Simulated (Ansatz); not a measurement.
Here is the system:

CuAu$_{3}$:
```cif
data_Au6Cu2
_chemical_formula_sum 'Cu2 Au6'
_space_group_name_H-M_alt 'I4/mmm'
_space_group_IT_number 139
_space_group_name_Hall '-I 4 2'
_cell_length_a 3.92876
_cell_length_b 3.92876
_cell_length_c 7.92623
_cell_angle_alpha 90.000
_cell_angle_beta 90.000
_cell_angle_gamma 90.000
loop_
_atom_site_label
_atom_site_type_symbol
_atom_site_symmetry_multiplicity
_atom_site_Wyckoff_symbol
_atom_site_fract_x
_atom_site_fract_y
_atom_site_fract_z
_atom_site_occupancy
Cu1 Cu 2 a 0.00000 0.00000 0.00000 1
Au1 Au 4 d 0.00000 0.50000 0.25000 1
Au2 Au 2 b 0.00000 0.00000 0.50000 1
```
(The calculation used a cell of 4 atoms; values per cell refer to that cell.)

This is the LDA-relaxed structure.

Q: All from LDA in the plane-wave PAW code Ansatz, unless another level is named. Give the highest zone-centre frequency.

A: 21.3 meV.

Q: Give the bulk modulus (Birch–Murnaghan fit).

A: 191 GPa.

The first step of the workflow began from a Materials Project structure, measured or hypothetical; the Crystallography Open Database copy checked does not list it. COD files the formula under space group No. 221. Its standing as an ambient phase is unchecked. Symmetry was held in the LDA relaxation; its stability against distortions is not shown here. The run is not spin-polarised. Scalar-relativistic: spin–orbit coupling is off unless named, which matters more the heavier the elements.

Potentials: the later of the program's two PAW sets.
